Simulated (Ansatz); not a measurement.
TaW:
```
CELL_PARAMETERS angstrom
      0.00000     2.68774     2.68774
      2.68774     0.00000     2.68774
      2.68774     2.68774     0.00000
ATOMIC_POSITIONS crystal
  Ta 0.00000 0.00000 0.00000
  W  0.50000 0.50000 0.50000
```

Relaxed with PBE (plane waves, PAW; program Ansatz). Indices refer to the conventional cell of Fm-3m, a = 5.3755 Å, b = 5.3755 Å, c = 5.3755 Å, α = 90.00°, β = 90.00°, γ = 90.00°.

Question: Simulate the powder diffraction pattern (Co Kα, λ = 1.79026 Å; lines above 1 %) up to 2θ = 90°.

Answer: Simulated powder pattern, Co Kα, λ = 1.79026 Å (kinematic, ideal powder, no thermal factors, no anomalous dispersion; the 30 strongest lines at most, above 1 %, up to 2θ = 90°):

| 2θ (°) | d (Å) | I/Imax (%) | hkl |
|---|---|---|---|
| 38.91 | 2.688 | 100 | (200) |
| 56.20 | 1.901 | 73 | (220) |
| 70.46 | 1.552 | 26 | (222) |
| 83.53 | 1.344 | 13 | (400) |

The start of the workflow was typed in or built on a structure type; neither database checked (COD, Materials Project) lists it. Whether it is the stable phase at ambient conditions was not checked. The PBE relaxation kept the symmetry of its start; its stability against distortions is not shown here. The run is not spin-polarised. Its formation energy is positive at this level, so the cell may be metastable or incomplete. Spin–orbit coupling is left out wherever it is not named.

Potentials: the later of the program's two PAW sets.
